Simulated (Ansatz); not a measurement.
Relaxed candidate structures of AlRh:

A. P4/nmm, origin choice 1 (No. 129), tP4; a = b = 2.7208 Å, c = 8.4825 Å, α = β = γ = 90.00°; Al 2c (0.500, 0.000, 0.384); Rh 2c (0.500, 0.000, 0.105)

B. P6/mmm (No. 191), hP2; a = b = 2.7292 Å, c = 4.7723 Å, α = β = 90.00°, γ = 120.00°; Al 1a (0.000, 0.000, 0.000); Rh 1b (0.000, 0.000, 0.500)

C. Pm-3m (No. 221), cP2, CsCl type; a = b = c = 2.972 Å, α = β = γ = 90.00°; Al 1b (0.500, 0.500, 0.500); Rh 1a (0.000, 0.000, 0.000)

D. Amm2 (No. 38), oS4; a = 2.962 Å, b = 2.993 Å, c = 6.636 Å, α = β = γ = 90.00°; Al 2b (0.500, 0.500, 0.537); Rh 2a (0.000, 0.000, 0.735)

E. Pmmm (No. 47), oP2; a = 2.769 Å, b = 2.802 Å, c = 4.024 Å, α = 90.00°, β = 90.00°, γ = 90.00°; Al 1c (0.000, 0.000, 0.500); Rh 1e (0.000, 0.500, 0.000)

Problem. Order them by energy per atom (lowest first) at the level PBEsol (plane waves to 420 eV, PAW, scalar-relativistic; Ansatz, a program for electronic structure).

Solution. C (reference, the lowest among the structures calculated here), D (+0.40 eV/atom), E (+0.94 eV/atom), A (+1.20 eV/atom), B (+1.24 eV/atom)

Probably no minimum, since a slightly shaken restart fell lower: Amm2, oS4 (by 0.40 eV/atom, to Pm-3m). Each run could gain symmetry but not lose that of its start, so entries can be saddle points. All of these are generated cells (placed on structure types, drawn at random, substituted or restacked) that were not matched to a known phase here. The real structure of this composition may not be among these, and whether this composition forms is not checked here. Energies are at zero temperature and pressure, without zero-point motion. No spin polarisation in the result.
